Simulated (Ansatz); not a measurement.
Relaxed BP (zinc blende):

```
BP
1.0
    0.00000     2.27424     2.27424
    2.27424     0.00000     2.27424
    2.27424     2.27424     0.00000
P B
1 1
Direct
  0.75000   0.75000   0.75000
  0.00000   0.00000   0.00000
```

Method: PBE (plane waves to 420 eV, PAW, scalar-relativistic; Ansatz, a quantum-chemistry and plane-wave program). k mesh 10×10×10 (Γ-centred), Fermi-Dirac smearing 0.05 eV. As the smearing reaches across the gap at some points, energies and forces of such displacements shift with the k mesh and the smearing. BP was relaxed with its symmetry unable to fall.

One atom of the cell was then moved (with its periodic images), all else fixed, and the forces (eV/Å) came out as:

```tsv
atom	Fx	Fy	Fz
P1	0.000	0.000	2.731
B2	0.000	0.000	-2.731
```

With two atoms only their relative shift counts; take B2 as fixed.

Problem. Which atom was moved, and by which vector (Å)?

Solution. P1, by (0.00, 0.00, -0.15), 0.15 Å in all.

(For displaced atoms, the force is minus the slope of the energy, and its curvature is a force constant, which sets phonon frequencies.)
